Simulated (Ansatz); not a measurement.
A: ZrO2 (fluorite), a = b = c = 5.1159 Å, α = β = γ = 90.00°
B: CsPbCl3 (cubic perovskite), a = b = c = 5.736 Å, α = β = γ = 90.00°
C: Cu$_{2}$O (cuprite type, space group Pn-3m), a = 4.299 Å, b = 4.299 Å, c = 4.299 Å, α = 90.00°, β = 90.00°, γ = 90.00°

Scan: energy over volume and axial ratio (atoms clamped). One method and one kind of scan serve all of them; meshes and ranges differ. All were relaxed with their symmetry unable to fall. Cu2O is run without spin polarisation. Spin-orbit coupling is left out. The PAW data are Ansatz's earlier set. This is a high-temperature form of CsPbCl3. This is a high-temperature form of ZrO2. ZrO2 is run without spin polarisation.

Q: Put the candidates in order of shear modulus C′ = (C11 − C12)/2 (fitted), highest first, for PBE (plane waves to 420 eV, PAW, scalar-relativistic; Ansatz, an electronic-structure program).

A: A (213 GPa), B (20 GPa), C (10 GPa)

(Under strain, the slope of the energy per volume gives the stress and its curvature an elastic modulus.)
